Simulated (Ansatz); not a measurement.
Input:

BaSi$_{2}$:
Space group P6/mmm (No. 191); a = 4.089 Å, b = 4.089 Å, c = 5.002 Å, α = 90.00°, β = 90.00°, γ = 120.00°

| atom | site | symmetry | x | y | z |
|---|---|---|---|---|---|
| Si | 2d | -6m2 | 0.3333 | 0.6667 | 0.5000 |
| Ba | 1a | 6/mmm | 0.0000 | 0.0000 | 0.0000 |

This is the PBEsol-relaxed structure.

### Question
All from PBEsol in the plane-wave PAW code Ansatz, unless another level is named. Give the electronic character.

### Answer
metallic (no gap).

### Question
Predict the density of states at the Fermi level.

### Answer
0.64 states/eV per atom (mean over ±0.08 eV).

### Question
And the formation energy from the elements (no fitted shifts)?

### Answer
-0.41 eV/atom.

### Question
What about the gap with spin–orbit coupling?

### Answer
none (metallic).

The workflow started from an entry of the Crystallography Open Database (COD), which files this formula under 2 space groups. Its standing as an ambient phase is unchecked. The PBEsol relaxation kept the symmetry of its start; its stability against distortions is not shown here. The references are the lowest solids computed at this level, not always the standard phases. Scalar-relativistic: spin–orbit coupling is off unless named, which matters more the heavier the elements.

Potentials: the later of the program's two PAW sets.
